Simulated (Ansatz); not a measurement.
The cell below belongs to a search over invented structures; it isn't taken from experiment.

Input and command of a plane-wave DFT calculation in Ansatz:

```yaml
crystal:
  lattice:
    - [3.3873102623, 0.0, 0.0]
    - [0.0, 3.6158085947, 3.9633302284]
    - [0.0, -3.6158085947, 3.9633302284]
  atoms:
    - { symbol: Ba, position: [0.5, 0.5536448203, 0.5536448203] }
    - { symbol: Hf, position: [0.0, 0.9974352922, 0.9974352922] }
    - { symbol: H, position: [0.5, 0.7675684051, 0.0569612728] }
    - { symbol: H, position: [0.5, 0.0569612728, 0.7675684051] }
    - { symbol: H, position: [0.5, 0.1570959607, 0.1570959607] }
    - { symbol: H, position: [0.0, 0.8649843791, 0.3398074583] }
    - { symbol: H, position: [0.0, 0.3398074583, 0.8649843791] }
    - { symbol: H, position: [0.0, 0.7625398783, 0.7625398783] }
basis:
  ecutwfc: 420
kpoints:
  mp_grid: { grid: [8, 6, 6] }
hamiltonian:
  xc: pbe
scf:
  occupations: { method: fixed }
output:
  forces: true
  stress: true
  eigenvalues: true
relax:
  adjacent_minimum: "off"
  f_tol: 0.001
  max_steps: 60
  cell: { stress_tol: 0.01 }
```

```bash
ansatz run input.yaml --threads 1 --pin off --max-ram 2048MiB --backend cpu --events-out ev --progress --plain --runs-dir out
```

Processor: Arm Neoverse N1, 1 thread, on a host shared with other jobs.

Q: How long does it run, and how much memory does it take?

A: About 4.8 min, peak memory 0.44 GiB. It solves 29 bands at 65 k points (after reduction by symmetry) with about 1907 plane waves (on the last cell), in 57 SCF iterations over 8 ionic steps.
